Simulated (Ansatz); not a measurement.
# What DFT gives for SrMgP3

```yaml
crystal:
  lattice:
    - [4.17573, 0.00000, 0.00000]
    - [0.00000, 4.17573, 0.00000]
    - [0.00000, 0.00000, 4.17573]
  atoms:
    - { symbol: Sr, position: [0.50000, 0.50000, 0.50000] }
    - { symbol: Mg, position: [0.00000, 0.00000, 0.00000] }
    - { symbol: P, position: [0.50000, 0.00000, 0.00000] }
    - { symbol: P, position: [0.00000, 0.50000, 0.00000] }
    - { symbol: P, position: [0.00000, 0.00000, 0.50000] }
```

The numbers come from plane-wave PAW DFT (Ansatz): PBE, no spin polarisation, 420 eV, 8×8×8 Γ-centred k points, fermi-dirac occupations (width 0.1 eV). Nothing was relaxed.

(1) Which element gives electrons and which takes them?

(2) What does the stress say?

(3) Is there a gap?

(4) What is the formation energy?

Origin: a known structure type with other elements, at an estimated volume, so it need not be a known compound. Caveats: atoms or cell far from equilibrium.

Answers

(1) Bader charges in e: Sr +1.28, Mg +1.52, P -0.93. In the mean Mg gives up most and P takes most.

(2) The pressure is 58.0 GPa (compression positive), so with the atoms held at these fractions the cell would first expand.

(3) It is a metal, with about 1.9 states/eV a cell as the mean within 0.25 eV of the Fermi level, mostly P p (86 %).

(4) 1.10 eV an atom against the elements' usual phases (free molecules for gases, crystals otherwise, with no correction for O₂ or N₂), so at this geometry it isn't bound against them. Relaxing would lower it.
